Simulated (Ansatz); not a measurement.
Cd₂TeSe in space group R3m (No. 160; Cd on 3a, Cd on 3a, Te on 3a, Se on 3a), plane-wave PAW PBEsol (Ansatz code). The conduction-band minimum lies at Γ, with 1 equivalent valley. Second derivatives d²E/dk² of the lowest band at one valley (eV·Å²), along Cartesian directions:

```csv
direction,d²E/dk²
[100],288.1
[010],288.1
[001],162.5
[110],288.1
[101],225.5
[011],225.5
```

Problem. Find the principal effective masses, the density-of-states mass and the conductivity mass.

Solution. Off-diagonal terms follow from H_xy = H[110] − (H_xx + H_yy)/2, and m*/mₑ = 7.620 eV·Å² over each eigenvalue: 0.026, 0.026, 0.047. One valley's DOS mass (m₁m₂m₃)^(1/3) = 0.032, conductivity mass 3/(Σ 1/mᵢ) = 0.031 mₑ.

Problem. What effective density of states Nc follows at 300 K for parabolic valleys?

Solution. Nc = 2.509e19 × 1 × (0.032)^(3/2) ≈ 1.4e17 cm⁻³.

The workflow started from a Materials Project entry (that database holds measured and hypothetical structures alike); the Crystallography Open Database copy checked does not list it. Its standing as an ambient phase is unchecked. The cell was relaxed with PBEsol under the symmetry of its start; of distortions, only those at the zone centre were tested. Scalar-relativistic: spin–orbit coupling is off unless named, which matters more the heavier the elements.

Potentials: the later of the program's two PAW sets.

Edges and masses are those of Kohn–Sham bands, whose gap is no quasiparticle gap.
